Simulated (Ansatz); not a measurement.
## Structures of SiC₂: which is lowest?

Plane-wave DFT in Ansatz with scalar-relativistic PAW potentials, cutoff 420 eV, Γ-centred meshes chosen by cell and gap, Gaussian smearing with energies taken to zero width. Every cell was relaxed (cell and atoms) in a run of its own, within the symmetry of its start. Functional: PBE.

Relaxed structures (starts from databases or built by putting these elements on another compound's sites):
A. Pnnm, 6 atoms in the computed cell, a = 3.928 Å, b = 4.733 Å, c = 2.890 Å; sites (symmetry × multiplicity) Si ..2/m × 2, C ..m × 4; start: built
B. F222, 3 atoms in the computed cell, a = 3.469 Å, b = 4.912 Å, c = 7.338 Å; sites (symmetry × multiplicity) Si 222 × 4, C ..2 × 8; start: built

Q: Rank them by energy. Could pressure change the order?

A:
| structure | group | E − E(lowest) (meV/atom) | V (Å³/atom) | gap on mesh (eV) |
| --- | --- | --- | --- | --- |
| B | F222 | 0.0 | 10.42 | 0.00 |
| A | Pnnm | 82 | 8.95 | 0.00 |

B is lowest, 82 meV/atom under A. A is denser by 1.47 Å³/atom, so pressure favours it: ΔE/ΔV, with ΔE in eV and 1 eV/Å³ = 160.2 GPa, gives about 9 GPa for equal enthalpy if both cells were rigid, a rough figure since the two compress differently. Other structures may lie lower than all of these, and vibrations aren't counted.